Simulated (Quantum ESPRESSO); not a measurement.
# Band energies of WS$_{2}$

```xyz
6
Lattice="3.1538 0.0000 0.0000 -1.5769 2.7313 0.0000 0.0000 0.0000 12.1383" Properties=species:S:1:pos:R:3 pbc="T T T"
S      0.0000     1.8209     7.5287
S      1.5769     0.9104     4.6097
S      1.5769     0.9104     1.4595
S      0.0000     1.8209    10.6789
W      0.0000     1.8209     3.0346
W      1.5769     0.9104     9.1038
```

norm-conserving PBEsol (Quantum ESPRESSO, 74 Ry, no spin-orbit coupling); path ΓMKΓALHA,LM,KH; energies in eV from the valence-band maximum.

| k (1/Å) | point | band 22 | band 23 | band 24 | band 25 | band 26 | band 27 | band 28 | band 29 |
|---|---|---|---|---|---|---|---|---|---|
| 0.00 | Γ | -2.21 | -2.21 | -1.39 | -1.33 | 0.00 | 2.24 | 2.24 | 2.25 |
| 0.19 |  | -2.40 | -2.22 | -1.31 | -1.27 | -0.25 | 2.13 | 2.13 | 2.16 |
| 0.58 |  | -2.68 | -2.59 | -1.87 | -1.72 | -1.55 | 1.25 | 1.76 | 2.03 |
| 0.77 |  | -2.31 | -2.31 | -2.15 | -2.14 | -1.80 | 1.56 | 1.83 | 2.04 |
| 1.15 | M | -2.79 | -2.02 | -1.80 | -1.77 | -1.58 | 2.26 | 2.31 | 2.49 |
| 1.59 |  | -3.98 | -3.08 | -2.66 | -1.13 | -0.83 | 1.64 | 1.68 | 2.12 |
| 1.81 | K | -4.27 | -2.93 | -2.93 | -0.83 | -0.58 | 1.24 | 1.24 | 1.83 |
| 2.19 |  | -3.72 | -2.67 | -2.36 | -1.43 | -1.34 | 1.25 | 2.16 | 2.23 |
| 2.57 |  | -2.86 | -2.12 | -1.66 | -1.50 | -1.49 | 0.95 | 1.82 | 1.86 |
| 2.76 |  | -2.98 | -2.16 | -1.33 | -1.33 | -0.87 | 1.45 | 1.93 | 1.97 |
| 3.14 | Γ | -2.21 | -2.21 | -1.39 | -1.33 | 0.00 | 2.24 | 2.24 | 2.25 |
| 3.14 | A | -2.25 | -2.25 | -2.25 | -0.31 | -0.31 | 2.23 | 2.23 | 2.23 |
| 3.31 |  | -2.39 | -2.16 | -2.16 | -0.42 | -0.42 | 2.18 | 2.18 | 2.25 |
| 3.47 |  | -2.73 | -2.13 | -2.13 | -0.78 | -0.78 | 1.88 | 1.88 | 2.11 |
| 3.80 |  | -2.56 | -2.44 | -2.44 | -1.77 | -1.77 | 1.76 | 1.76 | 1.87 |
| 3.96 |  | -2.81 | -2.14 | -2.14 | -1.90 | -1.90 | 1.98 | 1.98 | 2.02 |
| 4.29 | L | -2.95 | -1.89 | -1.89 | -1.67 | -1.67 | 2.28 | 2.28 | 2.71 |
| 4.62 |  | -3.48 | -2.94 | -2.94 | -1.13 | -1.13 | 1.95 | 1.95 | 2.73 |
| 4.79 |  | -3.84 | -3.06 | -3.06 | -0.89 | -0.89 | 1.51 | 1.51 | 2.53 |
| 4.96 | H | -3.79 | -3.16 | -3.16 | -0.72 | -0.72 | 1.24 | 1.24 | 2.44 |
| 5.10 |  | -3.86 | -3.04 | -3.04 | -0.90 | -0.90 | 1.46 | 1.46 | 2.47 |
| 5.40 |  | -3.65 | -2.46 | -2.46 | -1.46 | -1.46 | 1.50 | 1.50 | 2.53 |
| 5.55 |  | -3.15 | -2.19 | -2.19 | -1.57 | -1.57 | 1.29 | 1.29 | 2.28 |
| 5.84 |  | -2.99 | -1.98 | -1.98 | -1.12 | -1.12 | 1.58 | 1.58 | 2.02 |
| 6.14 |  | -2.37 | -2.17 | -2.17 | -0.40 | -0.40 | 2.18 | 2.18 | 2.26 |
| 6.28 | A | -2.25 | -2.25 | -2.25 | -0.31 | -0.31 | 2.23 | 2.23 | 2.23 |
| 6.28 | L | -2.95 | -1.89 | -1.89 | -1.67 | -1.67 | 2.28 | 2.28 | 2.71 |
| 6.54 | M | -2.79 | -2.02 | -1.80 | -1.77 | -1.58 | 2.26 | 2.31 | 2.49 |
| 6.54 | K | -4.27 | -2.93 | -2.93 | -0.83 | -0.58 | 1.24 | 1.24 | 1.83 |
| 6.80 | H | -3.79 | -3.16 | -3.16 | -0.72 | -0.72 | 1.24 | 1.24 | 2.44 |

The PBEsol gap is indirect, 0.87 eV, from Γ to 43 % of the way from K to Γ; the smallest direct gap is 1.82 eV.

Without spin-orbit coupling, band edges of such heavy elements can be off by tenths of an eV.

Geometry relaxed with PBE+D3(BJ).
